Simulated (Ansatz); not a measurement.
The relaxed structure here is a generated cell of P2W: the first start was made by placing the elements on the sites of a structure type, and the end was not matched to a known phase here, so it may be hypothetical.

A relaxed cell of P$_{2}$W (I4/mmm (No. 139)), relaxed on a k-mesh at least as fine as the one used below. Computed with PBEsol (plane waves to 420 eV, PAW, scalar-relativistic; Ansatz, a first-principles code). Γ-centred k-mesh 14×14×14 on the run's cell (coarser than for final values), Fermi–Dirac smearing 0.05 eV.

```xyz
6
Lattice="-3.2079 3.2079 7.8156 0.0000 0.0000 7.8156 0.0000 3.2079 0.0000" Properties=species:S:1:pos:R:3 pbc="T T T"
W      0.0000     0.0000     0.0000
W     -1.6040     1.6040     3.9078
P     -3.2079     3.2079    10.4060
P     -1.6040     1.6040     6.4982
P     -3.2079     3.2079    13.0407
P     -1.6040     1.6040     9.1329
```

The atoms are displaced along an unstable phonon of this cell by (Å):

```tsv
atom	ux	uy	uz
W1	0.000	0.150	0.000
W2	0.000	-0.150	0.000
P3	0.000	0.071	0.000
P4	0.000	-0.071	0.000
P5	0.000	0.071	0.000
P6	0.000	-0.071	0.000
```

**Question.** What forces (eV/Å) and pressure result?

**Answer.** 
```csv
atom,Fx,Fy,Fz
W1,0.00,-0.25,0.00
W2,0.00,0.25,0.00
P3,0.00,-0.52,-0.07
P4,0.00,0.52,-0.07
P5,0.00,-0.52,0.07
P6,0.00,0.52,0.07
```

Pressure +3.2 GPa.

No spin polarisation in the result.

The run that gave the undisplaced cell could not lose the symmetry of its start: the end is stationary, and may be a saddle point rather than a minimum.
